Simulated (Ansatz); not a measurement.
Starting cell, Al (fcc, Cu type):

```xyz
4
Lattice="3.9920 0.0000 0.0000 0.0000 3.9920 0.0000 0.0000 0.0000 3.9920" Properties=species:S:1:pos:R:3 pbc="T T T"
Al     0.0000     0.0000     0.0000
Al     1.9960     1.9960     0.0000
Al     1.9960     0.0000     1.9960
Al     0.0000     1.9960     1.9960
```

Scan: atom 4 (Al, nearest neighbour Al at 2.823 Å; its periodic images, 4.0 Å or more away, move with it) is displaced along Cartesian [110], direction (0.707, 0.707, 0.000) in Cartesian axes, by s. The other atoms stay.

Calculation: r2SCAN (plane waves to 500 eV, PAW, scalar-relativistic; Ansatz, a program for electronic structure). k mesh 9×9×9 (Γ-centred), Fermi-Dirac smearing 0.05 eV. The energy includes the smearing's −TS. With partly filled bands, energies and forces of such displacements shift with the k mesh and the smearing. On this mesh the relaxed cell isn't quite at rest: it carries a pressure of 0.3 GPa (compression positive) at the zero of the scan. Al was relaxed with its symmetry unable to fall. ΔE is measured from the undisplaced structure. The last digit holds for this mesh only.

| s (Å) | ΔE (meV/cell) |
|---|---|
| -0.560 | 1037.9 |
| -0.448 | 620.9 |
| -0.336 | withheld |
| -0.224 | 141.7 |
| -0.112 | 34.6 |
| 0.000 | 0.0 |
| 0.112 | 34.6 |
| 0.224 | 141.7 |
| 0.336 | withheld |
| 0.448 | 620.9 |
| 0.560 | 1037.9 |

Task: Fit an even polynomial form (powers 2, 4, 6) to the given rows and predict ΔE at s = 0.336.

Result: Least squares on the 9 given rows: ΔE = (2739)·s² + (1676)·s⁴ + (462.3)·s⁶, in meV/cell with s in Å; root-mean-square residual 0.07 meV/cell. At 0.336 the fit gives 331.2 meV/cell; the calculation gives 331.3 meV/cell, so the interpolation is off by -0.1 (-0.0 %). The quadratic term alone would give 309.2 meV/cell.

(For displaced atoms, the force is minus the slope of the energy, and its curvature is a force constant, which sets phonon frequencies.)
